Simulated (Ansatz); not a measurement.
The relaxed structure here is a generated cell of TaSi2: the first start was made by placing the elements on the sites of a structure type, and the end was not matched to a known phase here, so it may be hypothetical. Known forms of TaSi2 include space group No. 181.

One stationary structure of TaSi₂. Space group I4/mmm (No. 139). These are PBEsol (plane waves to 420 eV, PAW, scalar-relativistic; Ansatz, a quantum-chemistry and plane-wave program) values and carry that method's errors.

```cif
data_Si4Ta2
_chemical_formula_sum 'Si4 Ta2'
_space_group_name_H-M_alt 'I4/mmm'
_space_group_IT_number 139
_space_group_name_Hall '-I 4 2'
_cell_length_a 4.56118
_cell_length_b 4.56118
_cell_length_c 5.08919
_cell_angle_alpha 90.000
_cell_angle_beta 90.000
_cell_angle_gamma 90.000
loop_
_atom_site_label
_atom_site_type_symbol
_atom_site_symmetry_multiplicity
_atom_site_Wyckoff_symbol
_atom_site_fract_x
_atom_site_fract_y
_atom_site_fract_z
_atom_site_occupancy
Si1 Si 4 d 0.00000 0.50000 0.25000 1
Ta1 Ta 2 a 0.00000 0.00000 0.00000 1
```
(The calculation used a cell of 3 atoms; values per cell refer to that cell.)

| Item | Value |
|---|---|
| Volume per atom | 17.65 Å³ |
| Density | 7.44 g/cm³ |
| Band gap | no gap (metallic) |
| Shortest distances | Si–Si 2.54 Å; Si–Ta 2.61 Å |
| k-mesh | 14×14×14 |

Band energies at high-symmetry points (eV from the Fermi level; labels of this space group; no spin-orbit coupling), from −5 eV up to 2.0 eV:

| point | energies |
|---|---|
| Γ | -4.60 -3.43 -3.43 -2.02 -1.19 0.21 1.64 1.64 |
| X | -3.59 -1.86 -1.13 -1.09 0.59 1.43 |
| P | -4.66 -1.76 -0.63 -0.63 0.47 |
| N | -3.63 -3.31 -1.13 -0.70 -0.60 0.52 0.94 |
| M | -3.37 -3.37 -0.71 -0.28 -0.28 1.19 |
| S | -3.60 -3.36 -0.40 -0.39 -0.18 1.24 |
| S0 | -3.60 -3.36 -0.40 -0.39 -0.18 1.24 |
| R | -3.92 -3.21 -0.38 -0.22 -0.15 1.29 |

No spin polarisation in the result. The relaxed primitive cell holds an odd number of electrons. A magnetic state may lie lower.

The run could not lose the symmetry of its start: the end is stationary, and may be a saddle point rather than a minimum.

All atoms sit on sites fixed by symmetry, so only the cell could relax.
